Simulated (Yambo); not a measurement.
Yambo run on Na2CO3 (space group C2/m, No. 12). The wavefunctions come from this Quantum ESPRESSO step (PBEsol, PseudoDojo standard norm-conserving files, scalar-relativistic):

```
&CONTROL
  calculation = 'nscf'
  pseudo_dir = './pseudo'
  outdir = './out'
/
&SYSTEM
  ibrav = 0
  nat = 12
  ntyp = 3
  ecutwfc = 88.0
  ecutrho = 352.0
  occupations = 'fixed'
  force_symmorphic = .true.
  nbnd = 209
/
&ELECTRONS
  conv_thr = 1.2000000000000002e-08
  diago_full_acc = .true.
  diago_thr_init = 1e-08
/
ATOMIC_SPECIES
C 12.0110 C.upf
O 15.9990 O.upf
Na 22.9898 Na.upf
CELL_PARAMETERS angstrom
  4.392385000000  -2.632200000000   0.000000000000
  4.392385000000   2.632200000000   0.000000000000
 -1.352104000000   0.000000000000   5.765312000000
ATOMIC_POSITIONS crystal
C   0.335970000000   0.335970000000   0.750720000000
C   0.664030000000   0.664030000000   0.249280000000
O   0.211810000000   0.211810000000   0.832630000000
O   0.788190000000   0.788190000000   0.167370000000
O   0.389690000000   0.813390000000   0.291790000000
O   0.610310000000   0.186610000000   0.708210000000
O   0.186610000000   0.610310000000   0.708210000000
O   0.813390000000   0.389690000000   0.291790000000
Na   0.669070000000   0.669070000000   0.740790000000
Na   0.330930000000   0.330930000000   0.259210000000
Na   0.000000000000   0.000000000000   0.000000000000
Na   0.000000000000   0.000000000000   0.500000000000
K_POINTS automatic
2 2 2 0 0 0
```

Yambo input:

```
rim_cut
gw0
dyson
el_el_corr
HF_and_locXC
ppa
em1d
RandQpts= 1000000
RandGvec= 1 Ry
EXXRLvcs= 88 Ry
VXCRLvcs= 352 Ry
Chimod= "HARTREE"
% BndsRnXp
 5 | 208 |
%
NGsBlkXp= 7 Ry
% LongDrXp
 1.0 | 1.0 | 1.0 |
%
PPAPntXp= 27.2114 eV
% GbndRnge
 1 | 208 |
%
GTermKind= "BG"
DysSolver= "n"
ExtendOut
% QPkrange
 1 | 1 | 40 | 41 |
 2 | 2 | 40 | 41 |
%
```

k points by index: 1 = Γ, 2 = (0, 0, -0.5).

Table of the .qp output:

```
#    K-point    Band    Eo [eV]    E [eV]    E-Eo [eV]    Vxc [eV]    Vnlxc [eV]    Sc|Eo [eV]    Sc|E [eV]    dSc/dw|Eo [eV]    Re(Z)    Im(Z)
#
    1    40    -0.047023    -1.799778    -1.752755    -20.19287    -26.37446    4.042415    4.428834    -5.998744    0.819369    -0.001046
    1    41    4.132019    5.350290    1.218271    -10.17663    -5.723155    -3.071342    -3.235201    -3.659748    0.881450    -0.700583E-3
    2    40    0.000000    -1.743157    -1.743157    -20.24222    -26.40876    4.039188    4.423391    -5.997178    0.819407    -0.001044
    2    41    4.930356    6.973809    2.043453    -14.22272    -8.817607    -3.004701    -3.361661    -4.753241    0.851296    -0.855647E-3
```
(The two width columns are left out.) Convergence of these settings isn't established.

Geometry of the Materials Project entry, not relaxed at this level.
